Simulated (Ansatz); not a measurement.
**How far is PAW off for ZrB2?**

```
CELL_PARAMETERS angstrom
3.20665 0.00000 0.00000
-1.60332 2.77704 0.00000
0.00000 0.00000 3.56632
ATOMIC_POSITIONS crystal
Zr 0.00000 0.00000 0.00000
B 0.33333 0.66667 0.50000
B 0.66667 0.33333 0.50000
```

Atom numbers follow the list: Zr1, B2, B3.

The conventional cell has a = 3.207 Å, b = 3.207 Å, c = 3.566 Å, α = 90.00°, β = 90.00°, γ = 120.00°. Around Zr (atom 1) lie 12 B at 2.57 Å. Around B (atom 2) lie 3 B at 1.85 Å.

The geometry is COD entry 1510856, unchecked; take it as a test cell. The listed cell was then made from it by scaling, straining or moving an atom.

All numbers are computed: DFT, LDA, PAW with Ansatz's default frozen-core files, scalar-relativistic (Ansatz 0.2.0); DFT, LDA, all-electron PAW with datasets made for the crystal, scalar-relativistic (Ansatz 0.2.0); DFT, LDA, all-electron LAPW, scalar-relativistic (Ansatz 0.2.0).

For PAW: a Γ-centred 12×12×9 k mesh, Fermi–Dirac smearing of 0.05 eV, cutoff 420 eV, no spin polarisation; the PAW files were made with PBE, and the program remakes their frozen cores for this functional. The crystal-made all-electron datasets (AE datasets) take a cutoff of 300 eV at this cell. LAPW targets a basis error of 1 meV/atom. The Ansatz runs share mesh, smearing and spin set-up. Plane-wave (PAW) pressures include the program's estimate of the Pulay term.

Stress and pressure are positive in compression.

The change that made this cell: volume scaled by 1.04.

No spin–orbit coupling: at heavy atoms the gradients can be off by tens of per cent for that reason.

In a metal, gradients converge slowly with the k mesh: the values move by tens of per cent from one mesh to another, at times in sign, so only the comparison on one mesh counts.

```tsv
quantity	PAW	AE datasets	LAPW
pressure (GPa)	-15.71	-15.71	-15.71
stress xx (GPa)	-16.36	-16.38	-16.38
stress zz (GPa)	-14.42	-14.38	-14.38
field gradient Vzz at Zr1 (10²¹ V/m²)	4.68	4.72	–
```

PAW's pressure differs from the LAPW value by about 0.01 GPa or less.
